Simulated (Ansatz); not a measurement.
Ga$_{2}$W:
```xyz
6
Lattice="0.0000 4.1468 4.3625 2.4746 0.0000 4.3625 2.4746 4.1468 0.0000" Properties=species:S:1:pos:R:3 pbc="T T T"
Ga     1.2373     0.6973     2.1812
Ga     1.2373     3.4495     2.1812
Ga     2.4746     1.3761     4.3625
Ga     2.4746     6.9174     4.3625
W      3.7120     6.2202     6.5437
W      2.4746     4.1468     4.3625
```

Relaxed with PBEsol. Special points in fractions of this cell's reciprocal vectors: Γ (0.000, 0.000, 0.000); Y (0.500, 0.000, 0.500); T (1.000, 0.500, 0.500); Z (0.500, 0.500, 0.000); Σ0 (0.000, 0.419, 0.419); U0 (1.000, 0.581, 0.581); C0 (0.500, 0.241, 0.741); A0 (0.500, 0.759, 0.259); L (0.500, 0.500, 0.500).

Task: List the band energies nearest the Fermi level at these points for PBEsol (plane waves, PAW; program Ansatz).

Result: In eV from the Fermi level; about four levels below and three above (degenerate sets whole), none deeper than 8.9 eV; points with the same levels are listed once.

```
k                     below                above
--  -----------------------  -------------------
Γ   -1.90 -1.84 -0.85 -0.56       0.38 1.53 3.58
Y   -1.74 -1.74 -0.98 -0.98  1.20 1.20 4.11 4.11
T   -1.25 -1.25 -0.74 -0.74  0.82 0.82 2.75 2.75
Z   -1.69 -1.69 -0.46 -0.46  0.84 0.84 4.50 4.50
Σ0  -1.06 -0.84 -0.36 -0.35       0.67 0.74 2.72
C0  -1.58 -1.58 -0.61 -0.61  1.45 1.45 3.16 3.16
L   -1.39 -1.02 -0.61 -0.15       1.22 1.56 2.35
```

Space group Fddd. The start of the workflow was typed in or built on a structure type; neither database checked (COD, Materials Project) lists it. Its standing as an ambient phase is unchecked. The PBEsol relaxation kept the symmetry of its start; its stability against distortions is not shown here. The run is not spin-polarised. Spin–orbit coupling is left out wherever it is not named.

Potentials: the later of the program's two PAW sets.
